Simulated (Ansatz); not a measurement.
MoPt:
```
MoPt
1.0
    0.00000     2.59101     2.59101
    2.59101     0.00000     2.59101
    2.59101     2.59101     0.00000
Pt Mo
1 1
Cartesian
  0.00000   0.00000   0.00000
  2.59101   2.59101   2.59101
```

Relaxed with PBEsol. Special points in fractions of this cell's reciprocal vectors: Γ (0.000, 0.000, 0.000); X (0.500, 0.000, 0.500); U (0.625, 0.250, 0.625); K (0.375, 0.375, 0.750); L (0.500, 0.500, 0.500); W (0.500, 0.250, 0.750).

**Question.** List the band energies nearest the Fermi level at these points for plane-wave PAW PBEsol with spin–orbit coupling (Ansatz code).

**Answer.** In eV from the Fermi level; about four levels below and three above (degenerate sets whole), none deeper than 8.9 eV; points with the same levels are listed once.

| k | below | above |
|---|---|---|
| Γ | -5.46 -5.46 -5.46 -5.46 -5.15 -5.15 | 1.32 1.32 1.32 1.32 |
| X | -2.56 -2.56 -1.07 -1.07 | 0.44 0.44 0.55 0.55 |
| U | -3.05 -3.05 -0.73 -0.73 | 0.04 0.04 0.38 0.38 |
| L | -1.49 -1.49 -0.07 -0.07 | 0.04 0.04 1.94 1.94 |
| W | -2.78 -2.78 -1.36 -1.36 | 0.09 0.09 0.19 0.19 |

Space group Fm-3m (rock salt). The start of the workflow was typed in or built on a structure type; neither database checked (COD, Materials Project) lists it. Whether it is the stable phase at ambient conditions was not checked. Symmetry was held in the PBEsol relaxation; its stability against distortions is not shown here. The run is not spin-polarised. Its formation energy is positive at this level, so the cell may be metastable or incomplete.

Potentials: the earlier of the program's two PAW sets. The files were generated under PBE; for other functionals the program regenerates the frozen cores, and for LDA and PBEsol the local potential too.
